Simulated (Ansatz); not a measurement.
# GaSb: eigenvalues along the path

```
Ga Sb
1.0
     0.00000    3.10806    3.10806
     3.10806    0.00000    3.10806
     3.10806    3.10806    0.00000
Ga Sb
1 1
Cartesian
  0.0000 0.0000 0.0000
  1.5540 1.5540 1.5540
```

Atoms are numbered in the order listed.

The structure comes from a relaxation in the same program, started in the zincblende type, and has space group F-43m. Whether it is a known phase or the ground state wasn't checked.

Level of theory: DFT, PBE, all-electron LAPW, Dirac equation with spin-orbit coupling (Ansatz 0.2.0).

The runs use a Γ-centred 9×9×9 k mesh, Fermi–Dirac smearing of 0.08 eV, basis error target 1 meV/atom, no spin polarisation.

Path points, in fractions of the reciprocal vectors: Γ (0.000, 0.000, 0.000), X (-0.500, -0.500, 0.000), U (-0.375, -0.375, 0.250), K (-0.375, 0.000, 0.375), L (0.000, 0.000, 0.500), W (-0.500, -0.250, 0.250). Levels in eV from the Fermi level; bands 27 to 52, counted from the lowest band of the run. The gap is zero.

```
# k(1/Å) point b27 b28 b29 b30 b31 b32 b33 b34 b35 b36 b37 b38 b39 b40 b41 b42 b43 b44 b45 b46 b47 b48 b49 b50 b51 b52
0.000 Γ -15.36 -15.36 -15.36 -15.36 -14.92 -14.92 -14.89 -14.89 -14.89 -14.89 -11.33 -11.33 -0.67 -0.67 -0.48 -0.48 0.03 0.03 0.03 0.03 2.47 2.47 2.68 2.68 2.68 2.68
0.202 - -15.36 -15.36 -15.36 -15.36 -14.92 -14.92 -14.89 -14.89 -14.89 -14.89 -11.21 -11.21 -1.97 -1.97 -0.83 -0.83 -0.45 -0.45 1.14 1.14 2.30 2.30 3.18 3.18 3.27 3.27
0.404 - -15.36 -15.36 -15.35 -15.35 -14.92 -14.92 -14.89 -14.89 -14.89 -14.89 -10.83 -10.83 -3.49 -3.49 -1.56 -1.56 -1.24 -1.24 1.33 1.33 2.48 2.48 4.42 4.42 4.54 4.54
0.606 - -15.37 -15.37 -15.35 -15.35 -14.92 -14.92 -14.89 -14.89 -14.89 -14.89 -10.23 -10.23 -4.94 -4.94 -2.19 -2.19 -1.91 -1.91 0.93 0.93 2.18 2.18 5.82 5.82 6.01 6.01
0.809 - -15.37 -15.37 -15.35 -15.35 -14.92 -14.92 -14.89 -14.89 -14.89 -14.89 -9.51 -9.51 -6.17 -6.17 -2.59 -2.59 -2.34 -2.34 0.75 0.75 1.51 1.51 7.22 7.22 7.46 7.46
1.011 X -15.37 -15.37 -15.35 -15.35 -14.92 -14.92 -14.89 -14.89 -14.88 -14.88 -9.07 -9.07 -6.78 -6.78 -2.73 -2.73 -2.48 -2.48 0.77 0.77 1.16 1.16 8.05 8.05 8.31 8.31
1.082 - -15.37 -15.37 -15.35 -15.35 -14.93 -14.92 -14.89 -14.89 -14.89 -14.88 -9.07 -9.07 -6.79 -6.77 -2.82 -2.74 -2.52 -2.50 0.82 0.88 1.25 1.25 7.83 8.00 8.13 8.18
1.154 - -15.37 -15.37 -15.35 -15.35 -14.93 -14.92 -14.89 -14.89 -14.89 -14.88 -9.07 -9.06 -6.78 -6.74 -3.02 -2.87 -2.53 -2.49 0.93 0.99 1.58 1.61 7.43 7.68 7.77 7.86
1.225 - -15.37 -15.37 -15.35 -15.35 -14.93 -14.91 -14.89 -14.89 -14.89 -14.88 -9.07 -9.07 -6.76 -6.70 -3.27 -3.10 -2.47 -2.44 1.03 1.08 2.12 2.19 6.98 7.21 7.37 7.44
1.297 - -15.38 -15.36 -15.35 -15.35 -14.94 -14.91 -14.89 -14.89 -14.88 -14.88 -9.09 -9.08 -6.73 -6.65 -3.51 -3.32 -2.37 -2.35 1.13 1.17 2.80 2.90 6.53 6.73 6.92 6.98
1.368 U -15.38 -15.36 -15.35 -15.35 -14.94 -14.91 -14.89 -14.89 -14.88 -14.88 -9.13 -9.13 -6.66 -6.57 -3.68 -3.48 -2.25 -2.22 1.24 1.28 3.55 3.69 6.12 6.28 6.45 6.51
1.492 - -15.38 -15.36 -15.35 -15.35 -14.94 -14.91 -14.90 -14.89 -14.88 -14.88 -9.17 -9.16 -6.61 -6.51 -3.69 -3.48 -2.38 -2.30 1.60 1.70 3.93 4.11 5.34 5.39 5.91 5.99
1.616 - -15.38 -15.36 -15.35 -15.35 -14.94 -14.90 -14.90 -14.89 -14.88 -14.88 -9.19 -9.19 -6.57 -6.47 -3.63 -3.39 -2.62 -2.50 2.39 2.58 3.83 3.94 4.67 4.79 5.44 5.47
1.740 - -15.38 -15.36 -15.35 -15.35 -14.94 -14.90 -14.90 -14.89 -14.88 -14.88 -9.19 -9.19 -6.57 -6.47 -3.63 -3.39 -2.62 -2.50 2.39 2.58 3.83 3.94 4.67 4.79 5.44 5.47
1.863 - -15.38 -15.36 -15.35 -15.35 -14.94 -14.91 -14.90 -14.89 -14.88 -14.88 -9.17 -9.16 -6.61 -6.51 -3.69 -3.48 -2.38 -2.30 1.60 1.70 3.93 4.11 5.34 5.39 5.91 5.99
1.987 K -15.38 -15.36 -15.35 -15.35 -14.94 -14.91 -14.89 -14.89 -14.88 -14.88 -9.13 -9.13 -6.66 -6.57 -3.68 -3.48 -2.25 -2.22 1.24 1.28 3.55 3.69 6.12 6.28 6.45 6.51
2.202 - -15.38 -15.36 -15.35 -15.35 -14.93 -14.90 -14.90 -14.89 -14.88 -14.88 -9.51 -9.51 -6.21 -6.11 -3.69 -3.47 -1.75 -1.72 1.57 1.63 4.64 4.99 5.11 5.16 5.39 5.53
2.416 - -15.37 -15.36 -15.35 -15.35 -14.93 -14.91 -14.90 -14.89 -14.89 -14.88 -10.16 -10.15 -5.27 -5.17 -3.04 -2.81 -1.15 -1.12 1.66 1.78 3.96 4.01 4.14 4.20 4.60 4.68
2.630 - -15.36 -15.36 -15.36 -15.35 -14.92 -14.91 -14.89 -14.89 -14.89 -14.88 -10.77 -10.77 -3.89 -3.80 -2.00 -1.76 -0.62 -0.58 1.33 1.51 3.20 3.22 3.32 3.33 4.46 4.54
2.845 - -15.36 -15.36 -15.36 -15.36 -14.92 -14.92 -14.89 -14.89 -14.89 -14.89 -11.19 -11.19 -2.20 -2.13 -0.94 -0.71 -0.26 -0.20 0.82 0.97 2.70 2.72 2.82 2.83 3.35 3.42
3.059 Γ -15.36 -15.36 -15.36 -15.36 -14.92 -14.92 -14.89 -14.89 -14.89 -14.89 -11.33 -11.33 -0.67 -0.67 -0.48 -0.48 0.03 0.03 0.03 0.03 2.47 2.47 2.68 2.68 2.68 2.68
3.234 - -15.36 -15.36 -15.36 -15.36 -14.92 -14.92 -14.89 -14.89 -14.89 -14.89 -11.24 -11.24 -1.88 -1.88 -0.59 -0.59 -0.13 -0.13 0.64 0.64 2.74 2.74 2.91 2.91 2.96 2.96
3.409 - -15.36 -15.36 -15.36 -15.36 -14.92 -14.92 -14.89 -14.89 -14.89 -14.89 -10.96 -10.96 -3.42 -3.42 -0.91 -0.91 -0.47 -0.47 0.64 0.64 3.17 3.17 3.34 3.35 4.09 4.09
3.584 - -15.36 -15.36 -15.36 -15.36 -14.92 -14.92 -14.90 -14.90 -14.89 -14.88 -10.53 -10.53 -4.82 -4.82 -1.21 -1.21 -0.79 -0.79 0.39 0.39 3.46 3.46 3.61 3.62 5.59 5.59
3.760 - -15.36 -15.36 -15.36 -15.36 -14.92 -14.92 -14.90 -14.90 -14.88 -14.88 -10.06 -10.06 -5.89 -5.89 -1.41 -1.41 -1.00 -1.00 0.20 0.20 3.52 3.52 3.65 3.65 6.39 6.39
3.935 L -15.36 -15.36 -15.36 -15.36 -14.92 -14.92 -14.90 -14.90 -14.88 -14.88 -9.83 -9.83 -6.32 -6.32 -1.48 -1.48 -1.08 -1.08 0.13 0.13 3.51 3.51 3.63 3.63 6.32 6.32
4.078 - -15.37 -15.36 -15.36 -15.35 -14.92 -14.91 -14.90 -14.90 -14.88 -14.88 -9.77 -9.77 -6.33 -6.30 -2.04 -1.88 -1.39 -1.32 0.72 0.83 3.40 3.44 3.81 3.86 6.55 6.62
4.221 - -15.37 -15.36 -15.35 -15.35 -14.93 -14.91 -14.90 -14.90 -14.88 -14.88 -9.61 -9.61 -6.34 -6.28 -2.89 -2.69 -1.77 -1.66 1.56 1.72 3.24 3.29 4.54 4.66 6.39 6.49
4.363 - -15.38 -15.36 -15.35 -15.35 -14.94 -14.90 -14.90 -14.89 -14.88 -14.88 -9.38 -9.38 -6.43 -6.34 -3.46 -3.24 -2.27 -2.15 2.21 2.42 3.35 3.38 5.12 5.38 5.77 5.85
4.506 - -15.38 -15.36 -15.35 -15.35 -14.94 -14.90 -14.90 -14.89 -14.88 -14.88 -9.14 -9.14 -6.61 -6.51 -3.61 -3.37 -2.79 -2.67 2.76 3.04 3.71 3.73 4.53 4.69 5.11 5.16
4.649 W -15.38 -15.36 -15.35 -15.35 -14.94 -14.90 -14.90 -14.89 -14.88 -14.88 -9.04 -9.03 -6.72 -6.61 -3.52 -3.19 -3.09 -3.07 3.10 3.49 4.07 4.12 4.16 4.17 4.59 4.60
4.750 - -15.38 -15.36 -15.35 -15.35 -14.94 -14.91 -14.90 -14.89 -14.88 -14.88 -9.04 -9.03 -6.73 -6.62 -3.46 -3.14 -3.05 -3.03 2.67 2.96 3.20 3.23 5.04 5.13 5.14 5.20
4.852 - -15.38 -15.36 -15.35 -15.35 -14.94 -14.91 -14.89 -14.89 -14.89 -14.88 -9.05 -9.04 -6.75 -6.67 -3.30 -3.02 -2.92 -2.90 1.96 2.18 2.40 2.42 5.96 6.16 6.16 6.18
4.953 - -15.37 -15.37 -15.35 -15.35 -14.93 -14.91 -14.89 -14.89 -14.89 -14.88 -9.06 -9.06 -6.77 -6.71 -3.07 -2.87 -2.73 -2.73 1.34 1.49 1.75 1.77 6.88 7.14 7.16 7.18
5.054 - -15.37 -15.37 -15.35 -15.35 -14.93 -14.92 -14.89 -14.89 -14.89 -14.88 -9.07 -9.07 -6.79 -6.76 -2.86 -2.75 -2.56 -2.55 0.90 0.99 1.31 1.33 7.66 7.87 7.96 8.00
5.155 X -15.37 -15.37 -15.35 -15.35 -14.92 -14.92 -14.89 -14.89 -14.88 -14.88 -9.07 -9.07 -6.78 -6.78 -2.73 -2.73 -2.48 -2.48 0.77 0.77 1.16 1.16 8.05 8.05 8.31 8.31
```
